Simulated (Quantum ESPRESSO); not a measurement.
pw.x input (Quantum ESPRESSO 7.5; PBEsol, PseudoDojo standard norm-conserving files, fully relativistic):

```
&CONTROL
  calculation = 'scf'
  pseudo_dir = './pseudo'
  outdir = './out'
  tprnfor = .true.
  tstress = .true.
/
&SYSTEM
  ibrav = 0
  nat = 2
  ntyp = 2
  ecutwfc = 102.0
  ecutrho = 408.0
  occupations = 'smearing'
  smearing = 'fd'
  degauss = 0.002
  nbnd = 31
  noncolin = .true.
  lspinorb = .true.
/
&ELECTRONS
  conv_thr = 2e-10
/
ATOMIC_SPECIES
O 15.9990 O.upf
Cd 112.4140 Cd.upf
CELL_PARAMETERS angstrom
  0.000000000000   2.345390112000   2.345390112000
  2.345390112000   0.000000000000   2.345390112000
  2.345390112000   2.345390112000   0.000000000000
ATOMIC_POSITIONS crystal
O   0.500000000000   0.500000000000   0.500000000000
Cd   0.000000000000   0.000000000000   0.000000000000
K_POINTS automatic
10 10 10 0 0 0
```

End of the output:

```

[...]
     the Fermi energy is    12.8469 ev
!    total energy              =    -382.61760118 Ry
     estimated scf accuracy    <          2.5E-11 Ry
     smearing contrib. (-TS)   =      -0.00001753 Ry
     internal energy E=F+TS    =    -382.61758365 Ry
     The total energy is F=E-TS. E is the sum of the following terms:
     one-electron contribution =    -169.66548807 Ry
     hartree contribution      =      97.66567887 Ry
     xc contribution           =     -55.60177503 Ry
     ewald contribution        =    -255.01599942 Ry
     convergence has been achieved in  11 iterations
     Forces acting on atoms (cartesian axes, Ry/au):
     atom    1 type  1   force =    -0.00000000   -0.00000000    0.00000000
     atom    2 type  2   force =     0.00000000    0.00000000    0.00000000
     Total force =     0.000000     Total SCF correction =     0.000000
     Computing stress (Cartesian axis) and pressure
          total   stress  (Ry/bohr**3)                   (kbar)     P=       -1.18
  -0.00000803   0.00000000   0.00000000           -1.18        0.00        0.00
   0.00000000  -0.00000803   0.00000000            0.00       -1.18        0.00
   0.00000000   0.00000000  -0.00000803            0.00        0.00       -1.18
```

Geometry relaxed with PBEsol.
